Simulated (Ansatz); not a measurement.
Input, command and steps of an Ansatz relaxation.

```yaml
crystal:
  lattice:
    - [4.3789946846, 0.0, 0.0]
    - [0.0, 4.3789946846, 0.0]
    - [0.0, 0.0, 10.3223179147]
  atoms:
    - { symbol: Sr, position: [0.5, 0.0, 0.2384346079] }
    - { symbol: Sr, position: [0.0, 0.5, 0.7615653921] }
    - { symbol: Cu, position: [0.5, 0.0, 0.6333208589] }
    - { symbol: Cu, position: [0.0, 0.0, 0.0] }
    - { symbol: Cu, position: [0.0, 0.5, 0.3666791411] }
    - { symbol: Cu, position: [0.5, 0.5, 0.0] }
    - { symbol: Sb, position: [0.0, 0.5, 0.1289459564] }
    - { symbol: Sb, position: [0.5, 0.5, 0.5] }
    - { symbol: Sb, position: [0.0, 0.0, 0.5] }
    - { symbol: Sb, position: [0.5, 0.0, 0.8710540436] }
basis:
  ecutwfc: 420
kpoints:
  mp_grid: { grid: [8, 8, 4] }
hamiltonian:
  xc: pbesol
scf:
  occupations: { method: gaussian, width: 0.1 }
output:
  forces: true
  stress: true
  eigenvalues: true
relax:
  adjacent_minimum: "off"
  f_tol: 0.01
  max_steps: 30
  cell: { stress_tol: 0.1, fix: [volume] }
```

```bash
ansatz run input.yaml --threads 2 --pin off --max-ram 5120MiB --backend cpu --events-out ev --progress --plain --runs-dir out
```

Level of theory: DFT PBEsol, scalar-relativistic, plane waves, PAW (Ansatz 0.2.0).

The volume is held at 0.91 times that of the relaxed cell.

Of 3 frames 2 are shown, positions in Å and forces in eV/Å; the SCF threshold varies from step to step. Steps run on the plane waves of an earlier cell, with a Pulay correction in the pressure. The basis is chosen afresh for the last frame, the zero of the energies, and at times for earlier ones too; energy and pressure can step there, also at an unchanged geometry. Where two frames share a geometry here, they differ by under 2 meV/atom and 0.3 GPa.

```xyz
10
Lattice="4.3790 0.0000 0.0000 0.0000 4.3790 0.0000 0.0000 0.0000 10.3223" Properties=species:S:1:pos:R:3:forces:R:3 pbc="T T T" step=1 free_energy_over_end_meV_per_atom=0.03 pressure_GPa=8.39
Sr    2.1895    0.0000    2.4612    0.0000    0.0000    0.0245
Sr    0.0000    2.1895    7.8611    0.0000    0.0000   -0.0245
Cu    2.1895    0.0000    6.5373    0.0000    0.0000    0.0411
Cu    0.0000    0.0000    0.0000    0.0000    0.0000    0.0000
Cu    0.0000    2.1895    3.7850    0.0000    0.0000   -0.0411
Cu    2.1895    2.1895    0.0000    0.0000    0.0000    0.0000
Sb    0.0000    2.1895    1.3310    0.0000    0.0000    0.0358
Sb    2.1895    2.1895    5.1612    0.0000    0.0000    0.0000
Sb    0.0000    0.0000    5.1612    0.0000    0.0000    0.0000
Sb    2.1895    0.0000    8.9913    0.0000    0.0000   -0.0358
10
Lattice="4.3777 0.0000 0.0000 0.0000 4.3777 0.0000 0.0000 0.0000 10.3283" Properties=species:S:1:pos:R:3:forces:R:3 pbc="T T T" step=3 free_energy_over_end_meV_per_atom=0.00 pressure_GPa=8.37
Sr    2.1889    0.0000    2.4697    0.0000    0.0000   -0.0050
Sr    0.0000    2.1889    7.8586    0.0000    0.0000    0.0050
Cu    2.1889    0.0000    6.5436    0.0000    0.0000    0.0097
Cu    0.0000    0.0000    0.0000    0.0000    0.0000    0.0000
Cu    0.0000    2.1889    3.7846    0.0000    0.0000   -0.0097
Cu    2.1889    2.1889    0.0000    0.0000    0.0000    0.0000
Sb    0.0000    2.1889    1.3338    0.0000    0.0000   -0.0006
Sb    2.1889    2.1889    5.1641    0.0000    0.0000    0.0000
Sb    0.0000    0.0000    5.1641    0.0000    0.0000    0.0000
Sb    2.1889    0.0000    8.9945    0.0000    0.0000    0.0006
```

It took 46 s on 2 threads of Intel(R) Xeon(R) 6975P-C (Granite Rapids) (shared host), peak memory 0.97 GiB.